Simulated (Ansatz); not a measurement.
Geometry optimisation in Ansatz: input, command and trajectory.

```yaml
crystal:
  lattice:
    - [-2.1267886864, 2.1267886864, 4.2184973498]
    - [2.1267886864, -2.1267886864, 4.2184973498]
    - [2.1267886864, 2.1267886864, -4.2184973498]
  atoms:
    - { symbol: Ti, position: [0.25, 0.75, 0.5] }
    - { symbol: Ti, position: [0.5, 0.5, 0.0] }
    - { symbol: Ti, position: [0.75, 0.25, 0.5] }
    - { symbol: O, position: [0.0, 0.5, 0.5] }
    - { symbol: O, position: [0.2484453961, 0.2484453961, 0.0] }
    - { symbol: O, position: [0.5, 0.0, 0.5] }
    - { symbol: O, position: [0.7515546039, 0.7515546039, 0.0] }
basis:
  ecutwfc: 500
kpoints:
  mp_grid: { grid: [12, 12, 12] }
hamiltonian:
  xc: r2scan
scf:
  occupations: { method: gaussian, width: 0.1 }
output:
  forces: true
  stress: true
  eigenvalues: true
relax:
  adjacent_minimum: "off"
  f_tol: 0.01
  max_steps: 30
  cell: { stress_tol: 0.1, fix: [volume] }
```

```bash
ansatz run input.yaml --threads 2 --pin off --max-ram 5120MiB --backend cpu --events-out ev --progress --plain --runs-dir out
```

Method: Ansatz 0.2.0, DFT r2SCAN, scalar-relativistic, plane waves, PAW.

The volume is held at 1.1 times that of the relaxed cell.

Of 4 frames 3 are shown, positions in Å and forces in eV/Å; the SCF threshold varies from step to step. Steps run on the plane waves of an earlier cell, with a Pulay correction in the pressure. The basis is chosen afresh for the last frame, the zero of the energies, and at times for earlier ones too; energy and pressure can step there, also at an unchanged geometry. Where two frames share a geometry here, they differ by under 2 meV/atom and 0.3 GPa.

```xyz
7
Lattice="-2.1268 2.1268 4.2185 2.1268 -2.1268 4.2185 2.1268 2.1268 -4.2185" Properties=species:S:1:pos:R:3:forces:R:3 pbc="T T T" step=1 free_energy_over_end_meV_per_atom=0.75 pressure_GPa=-18.53
Ti    2.1268    0.0000    2.1092    0.0000    0.0000    0.0000
Ti    0.0000    0.0000    4.2185    0.0000    0.0000    0.0000
Ti    0.0000    2.1268    2.1092    0.0000    0.0000    0.0000
O     2.1268    0.0000    0.0000    0.0000    0.0000    0.0000
O     0.0000    0.0000    2.0961    0.0000    0.0000    0.2490
O     0.0000    2.1268    0.0000    0.0000    0.0000    0.0000
O     0.0000    0.0000    6.3409    0.0000    0.0000   -0.2490
7
Lattice="-2.1257 2.1257 4.2228 2.1257 -2.1257 4.2228 2.1257 2.1257 -4.2228" Properties=species:S:1:pos:R:3:forces:R:3 pbc="T T T" step=2 free_energy_over_end_meV_per_atom=0.07 pressure_GPa=-18.12
Ti    2.1257    0.0000    2.1114    0.0000    0.0000    0.0000
Ti    0.0000    0.0000    4.2228    0.0000    0.0000    0.0000
Ti    0.0000    2.1257    2.1114    0.0000    0.0000    0.0000
O     2.1257    0.0000    0.0000    0.0000    0.0000    0.0000
O     0.0000    0.0000    2.1135    0.0000    0.0000    0.0764
O     0.0000    2.1257    0.0000    0.0000    0.0000    0.0000
O     0.0000    0.0000    6.3321    0.0000    0.0000   -0.0764
7
Lattice="-2.1255 2.1255 4.2236 2.1255 -2.1255 4.2236 2.1255 2.1255 -4.2236" Properties=species:S:1:pos:R:3:forces:R:3 pbc="T T T" step=4 free_energy_over_end_meV_per_atom=0.00 pressure_GPa=-17.93
Ti    2.1255    0.0000    2.1118    0.0000    0.0000    0.0000
Ti    0.0000    0.0000    4.2236    0.0000    0.0000    0.0000
Ti    0.0000    2.1255    2.1118    0.0000    0.0000    0.0000
O     2.1255    0.0000    0.0000    0.0000    0.0000    0.0000
O     0.0000    0.0000    2.1203    0.0000    0.0000   -0.0012
O     0.0000    2.1255    0.0000    0.0000    0.0000    0.0000
O     0.0000    0.0000    6.3269    0.0000    0.0000    0.0012
```

It took 96 s on 2 threads of Arm Neoverse V2, on a shared host, peak memory 0.97 GiB.

Spin polarisation was left out, and a magnetic state may lie lower.